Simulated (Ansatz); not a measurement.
# Elastic constants of MgO at 7 GPa (stress–strain coefficients): input and output

Theory: DFT LDA, scalar-relativistic, plane waves, PAW (Ansatz).

Launched with:
```bash
ansatz run input.yaml --threads 1 --pin off --max-ram 3072MiB --backend cpu --events-out ev --progress --plain --runs-dir out
```

Input (bare energies are in eV):
```yaml
crystal:
  lattice:
    - [0.0, 2.0537103279, 2.0537103279]
    - [2.0537103279, 0.0, 2.0537103279]
    - [2.0537103279, 2.0537103279, 0.0]
  atoms:
    - { symbol: Mg, position: [0.0, 0.0, 0.0] }
    - { symbol: O, position: [0.5, 0.5, 0.5] }
basis:
  ecutwfc: 420
kpoints:
  mp_grid: { grid: [10, 10, 10] }
hamiltonian:
  xc: lda
scf:
  occupations: { method: fixed }
output:
  forces: true
  stress: true
  eigenvalues: true
elastic:
  mode: relaxed_ion
  stencil: two_point
```

From the output:
```
--- Elastic constants: 2 strain directions × 2 members + reference (group order 48) ---
  dense FFT box of the reference and of every strained cell: 20×20×20
  strains applied: 11, 23; error gains: componentwise 1.00 (the most a stress slope's error grows in a printed constant), spectral 1.73 (1 for all six strains in a standard setting)
  C = ∂σ_k/∂η_j (tension-positive GPa; Voigt order 11 22 33 23 13 12):
       389.695    106.982    106.982     -0.000      0.000      0.000
       106.982    389.695    106.982      0.000      0.000     -0.000
       106.982    106.982    389.695      0.000     -0.000     -0.000
        -0.000      0.000      0.000    159.862     -0.000     -0.000
         0.000     -0.000     -0.000      0.000    159.862      0.000
        -0.000      0.000     -0.000     -0.000     -0.000    159.862
  reference stress σ⁰ (GPa):     -6.991     -6.991     -6.991     -0.000     -0.000      0.000
  C* (energy form; C + prestress term) asymmetry max|C*_kj − C*_jk| = 8.527e-14 GPa — a small one proves nothing (zero by symmetry where the batch's group is 432, −43m or m−3m); a large one is finite-difference/SCF noise where every solve ...
  moduli (Voigt/Reuss/Hill, GPa): K = 201.22/201.22/201.22   G = 152.46/151.91/152.18   E = 364.63   ν = 0.198
  mechanically stable: yes (min eigenvalue of sym C = 159.86 GPa)
  strain η (Voigt 11):  stress-route row diagonal C_11 = 389.69 GPa, energy-path curvature d²(F+E_count+ΔE)/dδ²/Ω₀ = 393.79 GPa
         δ    σ_11 (GPa) F (eV) n_scf n_hpsi n_pw
    -2.000e-3      -7.7793       -2460.0500321       6   20583    344   relax 0 steps, max|allowed force component| 7.96e-30 eV/Å
     2.000e-3      -6.2205       -2460.0530710       5   17579    345   relax 0 steps, max|allowed force component| 3.55e-30 eV/Å
  strain η (Voigt 23):  stress-route row diagonal C_44 = 159.86 GPa, energy-path curvature d²(F+E_count+ΔE)/dδ²/Ω₀ = 166.30 GPa
         δ    σ_23 (GPa) F (eV) n_scf n_hpsi n_pw
    -2.000e-3      -0.3197       -2460.0516041       5   31700    345   relax 0 steps, max|allowed force component| 3.73e-29 eV/Å
     2.000e-3       0.3197       -2460.0516041       5   28025    345   relax 0 steps, max|allowed force component| 2.80e-29 eV/Å
```

Time: 2.9 s on 1 thread of AMD EPYC 9R45 96-Core Processor (Zen 5), on a shared host, peak memory 0.37 GiB.